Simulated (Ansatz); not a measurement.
In TiC (rock salt type) the Ti atom of the primitive cell, with all its periodic images, is moved by 0.06 Å along [111].

```
Ti C
1.0
     0.00000    2.16500    2.16500
     2.16500    0.00000    2.16500
     2.16500    2.16500    0.00000
Ti C
1 1
Direct
  0.00800 0.00800 0.00800
  0.50000 0.50000 0.50000
```

Theory: HSE06, plane waves, all-electron PAW datasets generated for the crystal, point nucleus (Ansatz 0.2.0 development build).

Cutoff 400 eV; exchange singularity: Wigner-Seitz; k-mesh 4×4×4 Γ-centred; Fermi–Dirac smearing of 0.1 eV; no spin polarisation.

**Question.** What force results?

**Answer.** The force on it along the displacement is -0.0783 eV/Å, a force constant of 1.30 eV/Å². The cell stands under a pressure of -3.9 GPa, which shifts the constant from its value at the relaxed volume. On a mesh this coarse the force constant of so soft a mode can lie far from its converged value, in sign too.

```csv
atom,Fx (eV/Å),Fy (eV/Å),Fz (eV/Å)
Ti1,-0.0452,-0.0452,-0.0452
C2,0.0452,0.0452,0.0452
```

The k-mesh is coarse, so these values belong to this mesh and can lie far from the converged ones.
